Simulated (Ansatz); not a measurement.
# Zn3Se: computed properties

Theory: DFT PBE, scalar-relativistic, plane waves, PAW in Ansatz 0.2.0.

Settings: cutoff 420 eV, Γ-centred mesh 12×12×12 on the computed 4-atom cell, Gaussian smearing of 0.10 eV; no spin polarisation.

The structure is relaxed at this level of theory with its symmetry kept, and needn't be the ground state of this composition.

Space group Im-3m (No. 229), cubic, a = 5.416 Å. Zn has 2 Se at 2.71 Å and 4 Zn at 2.71 Å; Se is surrounded by 6 Zn at 2.71 Å.

| Property | Result |
| --- | --- |
| Volume per atom | 19.85 Å³ |
| Formation energy from the elements' standard states (uncorrected) | +0.125 eV/atom |
| Kohn–Sham band gap | none (metal) |
| Density of states at the Fermi level | 3.2 states/eV per cell |
| Bader charge by site (e) | Zn (3 in the cell) 0.20, Se (1 in the cell) -0.59 |

Another cell of Zn3Se relaxed alike, in P6_3/mmc, lies 86 meV/atom lower, so this cell isn't the stable form at this level.

The cell was found from a structure generator's guess, not taken from experiment.
